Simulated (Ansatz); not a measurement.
BC5 in space group P3m1 (No. 156; Pearson symbol hP6) at seven volumes, r²SCAN in the plane-wave PAW code Ansatz, shape and atoms relaxed at each. One row is withheld.

```json
[
 {"V (Å³/atom)": "5.421", "P (GPa)": "43.51"},
 {"V (Å³/atom)": "5.600", "P (GPa)": "?"},
 {"V (Å³/atom)": "5.779", "P (GPa)": "12.52"},
 {"V (Å³/atom)": "5.957", "P (GPa)": "0.00"},
 {"V (Å³/atom)": "6.136", "P (GPa)": "-10.89"},
 {"V (Å³/atom)": "6.315", "P (GPa)": "-20.35"},
 {"V (Å³/atom)": "6.493", "P (GPa)": "-28.56"}
]
```

Q: Fit the shown pressures and predict the withheld one.

A: P = (3/2)B₀(x^(7/2) − x^(5/2))[1 + (3/4)(B′ − 4)(x − 1)] with x = (V₀/V)^(2/3). Least squares on the six rows gives V₀ = 5.957 Å³/atom, B₀ = 388 GPa, B′ = 3.65. At V = 5.600, x = 1.0421 and P = 26.84 GPa. The run itself gave 26.93 GPa.

The start of the workflow was typed in or built on a structure type; the Crystallography Open Database copy checked does not list it. Its standing as an ambient phase is unchecked. The cell was relaxed with r²SCAN under the symmetry of its start; whether a distortion lowers the energy is not shown. Its formation energy is positive at this level, so the cell may be metastable or incomplete.

Potentials: the earlier of the program's two PAW sets.
